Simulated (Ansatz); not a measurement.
## Axial (c/a) deformation path in Tl

Computed with DFT PBEsol, scalar-relativistic, plane waves, PAW (Ansatz 0.2.0). The runs took a 420 eV cutoff, a Γ-centred 18×18×10 mesh and Gaussian smearing (0.15 eV). Spin–orbit coupling is left out, which can shift energies with elements as heavy as these. No spin polarisation. Energies are free energies at this smearing, counted from the undisturbed cell; pressure is positive in compression.

Reference structure (as given, not relaxed at this level; it stands at 0.0 GPa):

```
CELL_PARAMETERS angstrom
3.45600 0.00000 0.00000
-1.72800 2.99298 0.00000
0.00000 0.00000 5.52500
ATOMIC_POSITIONS crystal
Tl 0.33333 0.66667 0.25000
Tl 0.66667 0.33333 0.75000
```

At fixed volume and fractional coordinates, lengths along (0.000, 0.000, 1.000) are scaled against those across it; ρ is that ratio over its starting value. The cell is metallic on the mesh throughout.

```tsv
ρ	ΔE (meV/atom)	pressure (GPa)
0.800	51.6	1.3
0.850	30.0	0.9
0.920	10.3	0.4
0.960	2.5	0.2
1.000	0.0	0.0
1.050	5.6	0.0
1.100	?	?
1.200	56.0	0.9
1.300	?	?
```

(1) Give the withheld values.

## Answers

(1) ΔE (meV/atom) at ρ = 1.100: 15.8; pressure (GPa) at ρ = 1.100: 0.1; ΔE (meV/atom) at ρ = 1.300: 118.5; pressure (GPa) at ρ = 1.300: 2.4.